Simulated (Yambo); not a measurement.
G0W0@PBE for AlP (zinc blende, space group F-43m, No. 216) in Yambo (4×4×4 mesh, 14 Ry block, plasmon pole, screening fixed), without a terminator:

```csv
bands N in G,gap Γ → X (eV),shift of the valence edge (eV)
47,2.316,-0.617
90,2.392,-0.786
148,2.423,-0.849
```

Task: Extrapolate both columns to infinite N with E(N) = E∞ + A/N, test the form, and compare with the terminator.

Result: From two points, E∞ = (N2 E2 − N1 E1)/(N2 − N1). The two largest N give 2.47 eV for the gap and -0.95 eV for the shift; the two smallest give 2.48 eV and -0.97 eV. For the gap the slopes A are -7.5 and -7.1 eV: the 1/N form holds. For the shift the slopes A are 17 and 14 eV: the 1/N form holds. With the Bruneval-Gonze terminator and 148 bands the run gives 2.44 eV and -0.88 eV, 0.03 eV and 0.06 eV from the extrapolated values: the terminator too is an estimate of the remainder. Block, mesh and the bands in W are held fixed.

Geometry of the Materials Project entry, not relaxed at this level; primitive cell a = 3.870 Å, b = 3.870 Å, c = 3.870 Å, α = 60.00°, β = 60.00°, γ = 60.00°.

A shift is the quasiparticle energy of the state minus its PBE energy.
